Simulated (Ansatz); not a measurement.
Structure optimisation: selenium, diamond

These are results of DFT, PBEsol, plane waves (420 eV) with PAW, scalar-relativistic in Ansatz 0.2.0, not measurements. The PAW files were generated under PBE, with cores re-solved for the functional.

k-point mesh 9×9×9, Fermi-Dirac smearing 0.1 eV, no spin polarisation. Cell and atoms relax.

Starting structure:

```yaml
crystal:
  lattice:
    - [0.00000, 3.08783, 3.08783]
    - [3.08783, 0.00000, 3.08783]
    - [3.08783, 3.08783, 0.00000]
  atoms:
    - { symbol: Se, position: [0.12500, 0.12500, 0.12500] }
    - { symbol: Se, position: [0.87500, 0.87500, 0.87500] }
```

Q: What cell does the relaxation end in?

A: Fd-3m with a = 6.224 Å; 30.14 Å³ per atom against 29.44 at the start (2.4 %).

Q: How much energy does the relaxation gain?

A: 2.2 meV per atom.

Path of the relaxation (the plane waves are chosen anew near the end, which can shift the energy a little):

```tsv
step	E − E(final) (meV/atom)	V (Å³/atom)	P (GPa)	max force (eV/Å)
0	2.24	29.442	1.06	0.000
1	0.25	30.334	-0.29	0.000
2	0.05	30.138	-0.01	0.000
3	0.00	30.138	-0.01	0.000
```
